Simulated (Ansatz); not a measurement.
# A sublattice moved along a line in BeCo

Method: DFT PBEsol, scalar-relativistic, plane waves, PAW in Ansatz. Settings: plane waves to 420 eV, k-mesh 18×18×18 (Γ-centred), Gaussian smearing 0.15 eV. Collinear spins, started from moments 0.0, 0.5 μB in atom order; the magnetic state may not be the lowest. Energies are free energies at this smearing, counted from the undisturbed cell; pressure is positive in compression.

The undisturbed cell (as given, not relaxed at this level; it stands at -9.0 GPa, and it needn't be the usual structure):

```yaml
crystal:
  lattice:
    - [2.60600, 0.00000, 0.00000]
    - [0.00000, 2.60600, 0.00000]
    - [0.00000, 0.00000, 2.60600]
  atoms:
    - { symbol: Be, position: [0.00000, 0.00000, 0.00000] }
    - { symbol: Co, position: [0.50000, 0.50000, 0.50000] }
```

Every Be atom is moved by x along the Cartesian unit vector (0.000, 1.000, 0.000); the cell and all other atoms stay fixed. The cell is metallic on the mesh throughout. At -9 GPa the given cell is far from its own equilibrium, so these figures belong to a strongly strained crystal.

```
  x (Å)  ΔE (meV/cell)
-0.5000          865.2
-0.2500          227.0
 0.0000            0.0
 0.0625           14.4
 0.1250           57.3
 0.1875          128.4
 0.3125          351.7
 0.3750          501.1
 0.4375          673.2
```

Q: Predict the pressure (GPa) at each point.

A:
| x (Å) | pressure (GPa) |
| --- | --- |
| -0.5000 | 9.0 |
| -0.2500 | -4.1 |
| 0.0000 | -9.0 |
| 0.0625 | -8.7 |
| 0.1250 | -7.7 |
| 0.1875 | -6.2 |
| 0.3125 | -1.5 |
| 0.3750 | 1.6 |
| 0.4375 | 5.1 |